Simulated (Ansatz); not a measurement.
## TiO₂ under strain — field gradients at the nuclei

The cell is an entry of the Crystallography Open Database (COD), relaxed with PBE at fixed cell and then changed (z compressed by 1 %, ions relaxed).

```xyz
6
Lattice="-1.8921 1.8921 4.7097 1.8921 -1.8921 4.7097 1.8921 1.8921 -4.7097" Properties=species:S:1:pos:R:3 pbc="T T T"
Ti    0.0000    0.0000    0.0000
Ti    0.0000    1.8921    2.3549
O     0.0000    0.0000    1.9788
O     0.0000    1.8921    4.3336
O     0.0000    1.8921    0.3761
O     0.0000    0.0000    7.4407
```

Atom numbers follow the list; atoms alike are taken as one site, whose name carries the number of the first.

The numbers come from a DFT calculation in Ansatz (PBE, plane waves and PAW, scalar-relativistic, 420 eV cutoff, Γ-centred 11×11×11 k-points, Fermi–Dirac smearing 0.02 eV).

Conventions: |V_zz| ≥ |V_yy| ≥ |V_xx|, η = (V_xx − V_yy)/V_zz, C_Q = eQV_zz/h. Directions are in the Cartesian axes of the cell vectors above, for the atom listed; none is given where the gradient is under 0.02 or η is above 0.95.

| site | first atom | first shell | V_zz (10²¹ V/m²) | η | direction of V_zz (x, y, z) |
| --- | --- | --- | --- | --- | --- |
| Ti | 1 | 6 O at 1.93–1.98 Å | 1.09 | 0.00 | 0.00 0.00 1.00 |
| O | 3 | 3 Ti at 1.93–1.98 Å | 1.83 | 0.53 | 0.00 1.00 0.00 |

An axis of threefold or higher order runs through Ti, so V_zz lies along it and η is zero.

At this changed cell the PBE pressure is 7 GPa.
